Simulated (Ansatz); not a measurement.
# Electric field gradients in Zn4SnN4

The cell is a computed structure from the Materials Project (it need not be an observed phase), atoms as given.

```
CELL_PARAMETERS angstrom
5.86591 0.00000 0.00000
0.10615 5.99109 0.00000
2.43382 -0.00525 8.34960
ATOMIC_POSITIONS crystal
Zn 0.76837 0.65606 0.84641
Zn 0.23163 0.34395 0.15359
Zn 0.20059 0.86983 0.94763
Zn 0.79941 0.13017 0.05237
Zn 0.17025 0.65411 0.45329
Zn 0.82976 0.34589 0.54671
Zn 0.49157 0.13658 0.37576
Zn 0.50843 0.86342 0.62424
Sn 0.71908 0.61659 0.23456
Sn 0.28092 0.38342 0.76544
N 0.47024 0.80609 0.40493
N 0.52976 0.19391 0.59507
N 0.85020 0.80015 0.02669
N 0.14980 0.19985 0.97331
N 0.55405 0.32434 0.18516
N 0.44595 0.67566 0.81484
N 0.01432 0.50598 0.67045
N 0.98568 0.49402 0.32955
```

Sites (sets of like atoms) are named by element and the number of their first atom in this list.

Computed with Ansatz: DFT, PBE, plane waves and PAW, scalar-relativistic, 420 eV cutoff, Γ-centred 5×5×4 k-points, Fermi–Dirac smearing 0.02 eV.

C_Q = eQV_zz/h, which is 24.18 MHz for Q = 1 b and V_zz = 10²¹ V/m²; η = (V_xx − V_yy)/V_zz.

⁶⁷Zn: I = 5/2, Q = 122.0 mb; 14N: I = 1, Q = 20.44 mb. Nuclear quadrupole moments: year-2017 set (Pyykkö).

Task: What field gradients does the calculation give at each kind of site?

Result: 

```tsv
site	atoms (order as listed)	first shell	V_zz (10²¹ V/m²)	η	C_Q (MHz)
Zn1	1, 2	3 N at 1.97–1.99 Å	19.00	0.07	56.0
Zn3	3, 4	3 N at 1.94–2.03 Å	18.17	0.34	53.6
Zn5	5, 6	3 N at 1.93–2.06 Å	18.58	0.37	54.8
Zn7	7, 8	3 N at 1.95–2.01 Å	18.54	0.31	54.7
Sn	9, 10	4 N at 2.07–2.12 Å	4.56	0.77	–
N11	11, 12	3 Zn at 1.93–2.01 Å, 1 Sn at 2.09 Å	2.65	0.58	1.31
N13	13, 14	3 Zn at 1.97–2.03 Å, 1 Sn at 2.07 Å	2.94	0.52	1.45
N15	15, 16	3 Zn at 1.94–1.99 Å, 1 Sn at 2.12 Å	1.74	0.43	0.859
N17	17, 18	3 Zn at 1.99–2.06 Å, 1 Sn at 2.08 Å	2.46	0.39	1.22
```

At Zn1, Zn3, Zn5 and Zn7 V_zz stands upright on the plane through its three neighbours (within 3°) in each case. At N11, N13 and N17 V_zz points along its one bond to Sn (within 8°) in each case.

Sn has no stable isotope with a ground-state quadrupole moment in the table, so no C_Q is given.

Without spin–orbit coupling (the program notes it for Sn) the gradients can shift somewhat, as the gap is small. With a gap of 0.2 eV on this mesh, the gradients can still move by some per cent as the k-mesh gets denser.
